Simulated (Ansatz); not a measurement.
Here is the system:

TiN:
```cif
data_NTi
_chemical_formula_sum 'N1 Ti1'
_space_group_name_H-M_alt 'P 1'
_space_group_IT_number 1
_cell_length_a 2.97248
_cell_length_b 2.97248
_cell_length_c 2.97248
_cell_angle_alpha 60.000
_cell_angle_beta 60.000
_cell_angle_gamma 60.000
loop_
_space_group_symop_operation_xyz
  'x, y, z'
loop_
_atom_site_label
_atom_site_type_symbol
_atom_site_fract_x
_atom_site_fract_y
_atom_site_fract_z
_atom_site_occupancy
N1 N 0.00000 0.00000 0.00000 1
Ti1 Ti 0.50000 0.50000 0.50000 1
```

This is the PBEsol-relaxed structure.

Problem. All from PBEsol (plane waves, PAW; program Ansatz), unless another level is named. Predict the Poisson's ratio.

Solution. 0.23.

Problem. Give the elastic constants (relaxed ions, GPa).

Solution. C11 = 643, C12 = 129, C44 = 172.

Space group Fm-3m (rock salt). The PBEsol relaxation kept the symmetry of its start. The run is not spin-polarised. With an odd number of electrons in the cell and no spin polarisation, the count alone makes it a metal. As this level gives no gap, shear constants depend on the k-mesh and smearing (Fermi–Dirac, 0.1 eV here).

Potentials: the later of the program's two PAW sets.
